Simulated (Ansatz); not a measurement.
Here is the system:

GaN:
```
GaN
1.0
    2.96716     0.00000     0.00000
   -1.48358     2.56963     0.00000
    0.00000     0.00000     5.03272
Ga N
2 2
Cartesian
  0.00000   0.00000   0.00000
  0.00000   0.00000   2.51636
  0.00000   1.71309   1.25818
  1.48358   0.85654   3.77454
```

This is the r²SCAN-relaxed structure. x, y and z are the axes in which the lattice vectors are written.

Problem. All from the program Ansatz at the r²SCAN level (PAW), unless another level is named. Estimate the bulk modulus (Birch–Murnaghan fit).

Solution. 230 GPa.

Problem. And the elastic constants (relaxed ions, GPa)?

Solution. C11 = 424, C12 = 178, C13 = 54.0, C33 = 673, C44 = 8.0.

Space group P6_3/mmc (NiAs type). A made-up cell: these elements were put on the sites of a structure type; the Crystallography Open Database copy checked does not list it. It is not the phase usual at ambient conditions (space group No. 186, 216). The cell was relaxed with r²SCAN under the symmetry of its start; whether a distortion lowers the energy is not shown.

Potentials: the later of the program's two PAW sets.
